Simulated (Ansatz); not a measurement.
Mg$_{2}$Rh (MoSi2 or CaC2 type, I4/mmm), r²SCAN (plane waves, PAW; program Ansatz), all energies at zero smearing, with the estimated change up to a 700 eV cutoff added, with one set of potentials and settings (totals compare only within such a set). Cell of 3 atoms (2 Mg, 1 Rh): -10269.377 eV.

```csv
element,reference phase,E (eV/atom)
Mg,"P6_3/mmc, 2 atoms in the cell",-1926.4086
Rh,"Fm-3m, 1 atoms in the cell",-6415.2735
```

Formation energy per atom, worked out: (-10269.377 − 2×(-1926.4086) − 1×(-6415.2735))/3 = -0.429 eV/atom (-41 kJ per mol of atoms), at 0 K, without zero-point energy or fitted corrections.

The first step of the workflow began from a Materials Project structure, measured or hypothetical; the Crystallography Open Database copy checked does not list it. Whether it is the stable phase at ambient conditions was not checked. The r²SCAN relaxation kept the symmetry of its start; whether a distortion lowers the energy is not shown. No spin polarisation was allowed. The references are the lowest solids computed at this level, not always the standard phases.

Potentials: the later of the program's two PAW sets.
